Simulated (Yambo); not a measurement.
```
CELL_PARAMETERS angstrom
      0.00000     2.26036     2.26036
      2.26036     0.00000     2.26036
      2.26036     2.26036     0.00000
ATOMIC_POSITIONS crystal
  B  0.00000 0.00000 0.00000
  P  0.75000 0.75000 0.75000
```

BP (zinc blende, space group F-43m, No. 216): mean Im ε in 1 eV windows above the direct gap of 4.28 eV, for different electron-hole kernels (Yambo, broadening 0.15 eV, norm-conserving PBEsol (Quantum ESPRESSO, 76 Ry, without SOC) bands; 10×10×10 mesh, 3 valence and 3 conduction bands, static screening with 11 bands and a 4 Ry block, scissor 0.91 eV, Tamm-Dancoff; field along x).

```tsv
window (eV)	independent quasiparticles	RPA (no attraction)	BSE
4.3 to 5.3	5.1	4.3	11
5.3 to 6.3	13	10	31
6.3 to 7.3	25	23	13
7.3 to 8.3	15	14	9.7
```

This run doesn't resolve bound excitons or single peaks, so only averages are given, and they too depend on the mesh; weight that the attraction moves below the gap isn't listed. All transitions below 8.40 eV are in the band window. The scissor comes from a G0W0 run whose convergence isn't established.

Geometry relaxed with PBEsol.
